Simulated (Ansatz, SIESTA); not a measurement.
Given: the input of a run of Ansatz 0.2.0 on GdO. Atoms were shifted at random by some hundredths of an Å from the given cell, which wasn't relaxed again for these runs. 

File input.yaml:

```yaml
crystal:
  lattice:
    - [0.0, 2.7, 2.7]
    - [2.7, 0.0, 2.7]
    - [2.7, 2.7, 0.0]
  atoms:
    - { symbol: Gd, position: [-0.027253, 0.014656, 0.010493], spin: 7.0 }
    - { symbol: O, position: [0.751589, 0.745713, 0.767411] }
hamiltonian:
  xc: pbe
  pseudopotentials: { kind: paw }
magnetization:
  spin_polarized: true
kpoints:
  mp_grid: { grid: [9, 9, 9] }
scf:
  occupations: { method: fermi_dirac, width: 0.05 }
output:
  forces: true
  stress: true
  eigenvalues: true
```

Potentials or basis: Ansatz PAW.

Run with:

```console
$ ansatz run input.yaml --threads 2 --pin off --max-ram 5120MiB --backend cpu --events-out ev --progress --plain --runs-dir out
```

**Question.** Translate it to SIESTA 5.4.2. Potentials or basis there: files PseudoDojo sr-pbe-0.4-3plus, PseudoDojo sr-pbe-0.4.1-standard, DZP (energy shift 0.003 Ry; two zetas on semicore shells).

**Answer.** As run (cutoffs and basis follow the program's own potentials, and thresholds, step limits or extra output files can differ):

The input GdO.fdf:

```
SystemName                      GdO
SystemLabel                     GdO
NumberOfSpecies                 2
NumberOfAtoms                   2
%block ChemicalSpeciesLabel
  1  64 Gd
  2   8 O
%endblock ChemicalSpeciesLabel

LatticeConstant                 1.0 Ang
%block LatticeVectors
     0.0000000000     2.7000000000     2.7000000000
     2.7000000000     0.0000000000     2.7000000000
     2.7000000000     2.7000000000     0.0000000000
%endblock LatticeVectors
AtomicCoordinatesFormat         Fractional
%block AtomicCoordinatesAndAtomicSpecies
    -0.0272530000     0.0146560000     0.0104930000  1  Gd
     0.7515890000     0.7457130000     0.7674110000  2  O
%endblock AtomicCoordinatesAndAtomicSpecies

%block kgrid.MonkhorstPack
    9   0   0  0.0
    0   9   0  0.0
    0   0   9  0.0
%endblock kgrid.MonkhorstPack
XC.Functional                   GGA
XC.Authors                      PBE
PAO.BasisSize                   DZP
PAO.EnergyShift                 0.003 Ry
Mesh.Cutoff                     800 Ry
Spin                            polarized
%block DM.InitSpin
    1   7.000
    2   0.000
%endblock DM.InitSpin
OccupationFunction              FD
ElectronicTemperature           0.05 eV
MaxSCFIterations                200
SCF.MustConverge                false
SCF.Mixer.Method                Pulay
SCF.Mixer.Weight                0.1
SCF.Mixer.History               10
SCF.DM.Tolerance                5.0e-05
SCF.H.Tolerance                 1.0e-03 eV
WriteForces                     true
Charge.Mulliken                 end
%block SyntheticAtoms
  1
  6 6 5 5
  2.0 0.0 1.0 0.0
%endblock SyntheticAtoms
%block PAO.Basis
  Gd 5
  n=5 0 2
    3.699 0.000
  n=6 0 2
    9.150 0.000
  n=5 1 2
    4.431 0.000
  n=6 1 1
    9.150
  n=5 2 2
    8.514 0.000
%endblock PAO.Basis
```

Potentials or basis: PseudoDojo 0.4 standard with PseudoDojo 3+ lanthanides (4f in the core) (PBE files), converted to PSML, two zetas on semicore shells, DZP (energy shift 0.003 Ry; two zetas on semicore shells).

Launch:

```bash
$ siesta < GdO.fdf > GdO.out 2>&1
```

Both were run:

|  | Ansatz | SIESTA |
| --- | --- | --- |
| Pressure | -0.3 GPa | -1.2 GPa |
| Net moment | 7.57 μB per cell | 0.90 μB per cell |
| Energy over the undisturbed cell | 5.4 meV/atom | 6.2 meV/atom |

Ansatz's pressure holds a Pulay term of +0.32 GPa for its cutoff of 420 eV, which the other run lacks.

The potentials hold 24 and 17 valence electrons a cell.

Where Ansatz's input types no cutoff or centring, it takes its own default and a Γ-centred mesh.

The magnetic state is the one that the start led to; the real crystal's order can differ.

Pressure is positive in compression.
